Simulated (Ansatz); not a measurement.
Trial structure of HfCl7, not yet relaxed:

```
Hf Cl
1.0
     0.00000    4.82679    4.82679
     4.82679    0.00000    4.82679
     4.82679    4.82679    0.00000
Hf Cl
1 7
Direct
  0.00000 0.00000 0.00000
  0.50000 0.50000 0.50000
  0.00000 0.00000 0.50000
  0.50000 0.00000 0.50000
  0.00000 0.50000 0.50000
  0.50000 0.50000 0.00000
  0.00000 0.50000 0.00000
  0.50000 0.00000 0.00000
```

Computed with DFT PBE, scalar-relativistic, plane waves, PAW (Ansatz 0.2.0). Settings: cutoff 420 eV, Γ-centred mesh 4×4×4 on the computed 8-atom cell, Gaussian smearing of 0.10 eV; no spin polarisation.

Formation energies are uncorrected and refer to the elements' standard structures at the same level (Cl₂ as a molecule).

**Question.** How far from equilibrium is it?

**Answer.** The pressure is -8.6 GPa (it wants to contract), the largest force is 0.00 eV/Å (symmetry fixes the atoms), and the energy is +0.36 eV/atom against the elements. The shortest distance is 3.41 Å.

**Question.** Is it a good guess?

**Answer.** A rough one: relaxing gains about 0.32 eV/atom (the start's value is from the coarse mesh, so the gain is rough) in 8 ionic steps and ends at +0.04 eV/atom on the finer mesh. The symmetry stays Fm-3m (No. 225). The volume per atom shrinks by 29.9 %, from 28.1 to 19.7 Å³. The shortest distance goes from 3.41 Å (Hf–Cl and Cl–Cl) to 3.03 Å (Hf–Cl and Cl–Cl). Conventional cell: a = 8.575 Å. Hf has 12 Cl at 3.03 Å; Cl on a site of symmetry m-3m is surrounded by 12 Cl at 3.03 Å (long contacts); around Cl on a site of symmetry mmm lie 10 Cl at 3.03 Å and 2 Hf at 3.03 Å.

The last run used an 8×8×8 mesh for its 8-atom cell and Gaussian smearing of 0.10 eV. The k mesh leaves some 4 meV/atom of noise in the energy of each metallic cell. These runs have no spin–orbit coupling, which can matter for Hf. An odd number of electrons in the primitive cell allows no gap without spin; a larger cell or a magnetic state could open one. The cell is a metal run without spin; a magnetic state may lie lower. The relaxation can't lower the symmetry of the start, and the grade says only how near the guess is to its own end. A structure relaxed within its symmetry needn't be a true minimum.
